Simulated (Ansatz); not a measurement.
BiB (wurtzite), relaxed with HSE06 (Ansatz, a program for electronic structure, plane waves, PAW): a = 3.8406 Å, b = 3.8406 Å, c = 6.3224 Å, α = 90.00°, β = 90.00°, γ = 120.00°.

- gap (eV): 0.65
- B₀ by P(V) fit (GPa): 85.8

### Question
The same phase is relaxed and computed with PBE in the same code. What are the cell and these values now?

### Answer
a = b = 3.8888 Å, c = 6.4079 Å, α = β = 90.00°, γ = 120.00°.

gap (eV): none
B₀ by P(V) fit (GPa): 72.9

Constructed cells (a structure type filled with these elements, in neither database checked): BiB, wurtzite. All cells were relaxed under the symmetry of their starts (and spin orders); stability against distortions was not tested throughout. Scalar-relativistic: spin–orbit coupling is off unless named, which matters more the heavier the elements.

Potentials: the later of the program's two PAW sets.

Ansatz is a plane-wave DFT program.
